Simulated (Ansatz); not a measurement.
Calculated with Ansatz: CuS, single run

The command:

```bash
ansatz run input.yaml --threads 1 --pin off --max-ram 2560MiB --backend cpu --events-out ev --progress --plain --runs-dir out
```

The input file (Ansatz 0.2.0, plane waves):

```yaml
crystal:
  lattice:
    - [3.81039752, 0.0, 0.0]
    - [0.0, 10.3179423, 0.0]
    - [0.0, 0.0, 3.70269255]
  atoms:
    - { symbol: S, position: [0.481, 0.8499, 0.25] }
    - { symbol: S, position: [0.519, 0.1501, 0.75] }
    - { symbol: S, position: [0.981, 0.6501, 0.75] }
    - { symbol: S, position: [0.019, 0.3499, 0.25] }
    - { symbol: Cu, position: [0.0765, 0.1232, 0.25] }
    - { symbol: Cu, position: [0.9235, 0.8768, 0.75] }
    - { symbol: Cu, position: [0.5765, 0.3768, 0.75] }
    - { symbol: Cu, position: [0.4235, 0.6232, 0.25] }
  symmetry: { tolerance: 0.0003 }
kpoints:
  mp_grid: { grid: [5, 2, 5], shift: [0, 0, 0] }
magnetization:
  spin_polarized: false
scf:
  occupations: { method: fermi_dirac }
  initial_density: { chi_scale: 0.3 }
  mixing: { preconditioner: kerker_dos }
hamiltonian:
  pseudopotentials: { kind: paw }
  xc: r2scan
basis:
  ecutwfc: "51.4 Ry"
output:
  forces: true
  stress: true
  eigenvalues: true
```

Origin of the cell: a known structure type with other elements, at an estimated volume, so it need not be a known compound.

The smearing width isn't typed, so it takes its default of 0.1 eV.

Output (shortened):

```
Pseudopotentials: kind: paw
Pseudopotential: S, paw, valence charge 6, recommended cutoff 500 eV (meta_gga), S.paw.azcp
Pseudopotential: Cu, paw, valence charge 19, recommended cutoff 500 eV (meta_gga), Cu.paw.azcp
Functional definition: r2SCAN
  exchange = r2scan_x(k0 = k0, k1 = k1, a1 = a1)
  correlation = r2scan_c
Crystal: 8 atoms, lattice volume = 145.573 Å³
Basis set: ecut = 699.332627 eV, 6091 PW (Γ), exchange–correlation on 144×360×128 points (64 copies of the dense FFT grid, shifted against one another)
Bands: 60, of which v1, the nominal top of the filled ones, is band 50 counted from 1 (49 counted from 0)
Symmetry: 8 space group operations
Space group: Pnma (ITA 62), of the structure as read, at distance tolerance 1.6e-3 Å
[… 7 lines left out …]
Initial density: superposition of atomic densities (chi_scale 0.3, normalization cell, long waves kept (reshape's long-wave potential 0.04 eV rms))
Functional: x = r2scan, c = r2scan; τ floored in thin density (d = 2e-4 eV/Å³)
SCF iter   1: F=—  HF=-30153.305869 eV  Δρ=1.45e-1  dr2=3.10e1  dr2_τ=1.77e-1  defer=11
SCF iter   2: F=—  HF=-30148.176557 eV  Δρ=9.74e-2  dr2=5.47e0  dr2_τ=2.27e-1  defer=43
SCF iter   3: F=—  HF=-30146.635914 eV  Δρ=3.80e-2  dr2=3.23e0  dr2_τ=8.29e-3  defer=41
SCF iter   4: F=—  HF=-30146.360342 eV  Δρ=3.41e-2  dr2=8.16e-1  dr2_τ=9.85e-3  defer=56
SCF iter   5: F=—  HF=-30146.443877 eV  Δρ=7.65e-3  dr2=1.77e-1  dr2_τ=1.46e-3  defer=54
SCF iter   6: F=—  HF=-30146.482764 eV  Δρ=1.45e-2  dr2=3.79e-1  dr2_τ=1.08e-3  defer=54  recentre
SCF iter   7: F=—  HF=-30146.434250 eV  Δρ=7.00e-3  dr2=9.14e-2  dr2_τ=2.61e-4  defer=54
SCF iter   8: F=—  HF=-30146.420208 eV  Δρ=7.04e-4  dr2=1.09e-3  dr2_τ=1.43e-5  defer=54
SCF iter   9: F=—  HF=-30146.420176 eV  Δρ=7.79e-5  dr2=1.28e-5  dr2_τ=2.78e-7  defer=54
SCF iter  10: F=—  HF=-30146.420240 eV  Δρ=2.96e-5  dr2=1.71e-6  dr2_τ=3.25e-8  defer=54
SCF iter  11: F=—  HF=-30146.420240 eV  Δρ=7.66e-6  dr2=1.86e-7  dr2_τ=2.54e-9  defer=54
SCF iter  12: F=-30146.420240 eV  HF=-30146.420240 eV  Δρ=5.78e-6  dr2=4.24e-8  dr2_τ=7.33e-10
SCF 1 converged in 12 iterations: F = -30146.420240 eV  dr2 = 4.24e-8
SCF converged after 12 iterations
Free energy (F): -30146.420240 eV
Harris-Foulkes:  -30146.420240 eV  (|F-HF|=2.85e-8)
Internal energy: -30146.200315 eV  (E = F + TS)
E sigma→0 (E₀):  -30146.310277 eV
Entropy (-TS):   -0.219925 eV (-27.491 meV/atom)
Fermi energy:    7.769735 eV
--- Per-component energies (eV) ---
  E_band       = -2123.865132
  E_kinetic    = 1600.923775
  E_local      = -22130.316342  (includes V_loc(G=0)·N_el)
  E_nonlocal   = 1728.160549
  E_hartree    = 9755.885508
  E_xc         = -684.971587
  E_vxc        = -849.743825  (∫ρ·V_xc dr)
  E_paw        = -9177.429067  (= ΣΔE_a)
  E_vpaw       = -2035.401801  (= ΣTr[D̂ρ^β])
  E_aug_tail   = 0.000326  (compensation charges beyond the density's cutoff)
  E_vtau       = 50.765520  (kinetic-family band-sum trace: ∫τ·v_τ [+ j·A + Jᵃ·Aᵃ] dr)
  E_ewald      = -11236.809978
  E_core_change = -1.643499  (= ΣΔE_core)
  E_smearing   = -0.219925  (= −TS)
  Σ components = -30146.420240   (vs F -30146.420240, Δ=0.00e0)
--- Forces (eV/Å), atoms counted from 1 ---
  atom   1  S      0.040506     0.546403    -0.000000
  atom   2  S     -0.040506    -0.546403     0.000000
  atom   3  S      0.040506    -0.546403    -0.000000
  atom   4  S     -0.040506     0.546403     0.000000
  atom   5  Cu     0.251085     0.506466     0.000000
  atom   6  Cu    -0.251085    -0.506466    -0.000000
  atom   7  Cu     0.251085    -0.506466     0.000000
  atom   8  Cu    -0.251085     0.506466    -0.000000
  max |Σ_I F_I| component: 1.11e-16 eV/Å
--- Stress (GPa, compression-positive) ---
      -15.312090       0.000000       0.000000
        0.000000      -8.237411      -0.000000
        0.000000      -0.000000     -13.249152
  P = ⅓ Tr σ = -12.2662 GPa (-122.662 kbar)
```

Caveats: no moments, though an odd count or open d shells may carry them; the k mesh is coarse if the cell is a metal.

It ran for 85 s on 1 thread of Arm Neoverse N1, with other jobs on the host, peak memory 0.99 GiB, from the program's own first density.
